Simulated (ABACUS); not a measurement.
A self-consistent single point of MoS2 (P6_3/mmc, 6 atoms in the cell; from Materials Project mp-1018809, changed as shown).

```
CELL_PARAMETERS angstrom
      3.21474     0.00000     0.00000
     -1.60737     2.78404     0.00000
      0.00000     0.00000    13.16663
ATOMIC_POSITIONS crystal
  Mo 0.00000 0.00000 0.25000
  Mo 0.00000 0.00000 0.75000
  S  0.33333 0.66667 0.36774
  S  0.66667 0.33333 0.63226
  S  0.66667 0.33333 0.86774
  S  0.33333 0.66667 0.13226
```

All values come from this method and carry its errors: PBE, PseudoDojo 0.5 standard norm-conserving PBE (tails mended) pseudopotentials (plane waves; ABACUS).

ABACUS settings:

```
key                                                                   value
---------------  ----------------------------------------------------------
KPT                                                       Gamma 8 8 2 0 0 0
basis_type                                                               pw
ecutwfc                                                               80 Ry
smearing_method                                                    gaussian
smearing_sigma                                               0.000734986 Ry
potentials       PseudoDojo 0.5 standard norm-conserving PBE (tails mended)
symmetry                                                                  1
symmetry_prec                                                         1e-05
ks_solver                                                      dav_subspace
scf_nmax                                                                100
scf_thr                                                          1.0e-09 Ry
mixing_type                                                         broyden
```

Results:

| Item | Value |
|---|---|
| Number of valence electrons | 52 |
| Number of bands | 36 |
| Number of k-points after the program's reduction | 20 |
| Number of plane waves (most at a k-point) | 9653 |
| Number of SCF iterations | 10 |
| FFT grid | 36 × 36 × 144 |
| Free energy E − TS | -5027.7431 eV |
| Pressure | -0.90 GPa |
| Largest force (vector length) | 0.019 eV/Å |

Forces (eV/Å):
```tsv
atom	Fx	Fy	Fz
Mo1	0.000	0.000	0.000
Mo2	0.000	0.000	0.000
S3	0.000	0.000	0.019
S4	0.000	0.000	-0.019
S5	0.000	0.000	0.019
S6	0.000	0.000	-0.019
```

Stress (GPa, positive for compression):
```
-1.85   0.00   0.00
 0.00  -1.85   0.00
 0.00   0.00   1.01
```

For comparison: a first run was changed to give this one (lattice vector c scaled by 0.99), and from it to this one the free energy hardly moves (within 1 meV/atom), the pressure goes from -2.24 to -0.90 GPa and the largest force goes from 0.261 to 0.019 eV/Å.

The structure comes from a collection of computed structures, made at another level of theory; the collection holds predicted forms beside known ones. Its lattice was then scaled.

Cost on one core: about 4 core-minutes (a rough figure).

“Tails mended”: in these copies of the files the far tail of each local potential was reset to the Coulomb form.
